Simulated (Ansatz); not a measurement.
InPt$_{3}$C (anti-perovskite, space group No. 221) at seven volumes, DFT-r²SCAN in the program Ansatz with PAW potentials, scaled uniformly. One row is withheld.

```json
[
 {"V (Å³/atom)": "13.701", "P (GPa)": "25.16"},
 {"V (Å³/atom)": "14.153", "P (GPa)": "15.22"},
 {"V (Å³/atom)": "14.605", "P (GPa)": "6.92"},
 {"V (Å³/atom)": "15.056", "P (GPa)": "0.00"},
 {"V (Å³/atom)": "15.508", "P (GPa)": "-5.76"},
 {"V (Å³/atom)": "15.960", "P (GPa)": "-10.55"},
 {"V (Å³/atom)": "16.411", "P (GPa)": "?"}
]
```

Question: Fit the shown pressures and predict the withheld one.

Answer: Third-order Birch–Murnaghan: P = (3/2)B₀(x^(7/2) − x^(5/2))[1 + (3/4)(B′ − 4)(x − 1)] with x = (V₀/V)^(2/3). Least squares on the six rows gives V₀ = 15.057 Å³/atom, B₀ = 210.0 GPa, B′ = 5.05. At V = 16.411, x = 0.9442 and P = -14.56 GPa. The run itself gave -14.51 GPa.

Space group Pm-3m (anti-perovskite). The start of the workflow was typed in or built on a structure type; neither database checked (COD, Materials Project) lists it. Whether it is the stable phase at ambient conditions was not checked. Symmetry was held in the r²SCAN relaxation. At this level the phase is mechanically unstable. The run is not spin-polarised. Its formation energy is positive at this level, so the cell may be metastable or incomplete. Spin–orbit coupling is left out wherever it is not named.

Potentials: the later of the program's two PAW sets.
